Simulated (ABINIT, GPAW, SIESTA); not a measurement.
CrN2: programs and potentials compared

```xyz
6
Lattice="3.9018 0.0000 0.0000 0.0000 4.8095 0.0000 0.0000 0.0000 2.7842" Properties=species:S:1:pos:R:3 pbc="T T T"
Cr    0.0000    0.0000    0.0000
Cr    1.9509    2.4048    1.3921
N     3.3796    2.8317    0.0000
N     0.5222    1.9778    0.0000
N     1.4287    4.3825    1.3921
N     2.4731    0.4270    1.3921
```

The cell comes from a database or a generator and needn't be the stable form of this composition.

Alike in all runs: task single point; functional PBEsol; k mesh 7 × 6 × 10; occupations fermi-dirac, width 0.05 eV; collinear spin, ferromagnetic start; no spin-orbit coupling. Pressure is positive in compression and, in plane waves, holds the error of the finite cutoff.

```tsv
program and potentials	plane-wave cutoff (eV)	notes	pressure (GPa)	net moment per atom (μB)	largest force (eV/Å)
GPAW, PAW data sets generated for this functional	800	5.33 valence electrons an atom on average	?	?	?
ABINIT, JTH PAW PBE v2.0	707	potentials made for PBE; 8 valence electrons an atom on average	-9.75	0.71	0.080
SIESTA, files PseudoDojo sr-pbesol-0.4.1-standard, DZP (energy shift 0.003 Ry; two zetas on semicore shells)	-	atomic basis; 8 valence electrons an atom on average	-6.59	0.71	0.893
```

Question: Estimate from the other rows what the run with GPAW, PAW data sets generated for this functional gave.

Answer: Pressure -8.27 GPa; net moment per atom 0.71 μB; largest force 0.318 eV/Å. The other rows, which needn't bracket it: pressure -9.75 to -6.59; net moment per atom 0.71; largest force 0.080 to 0.893.
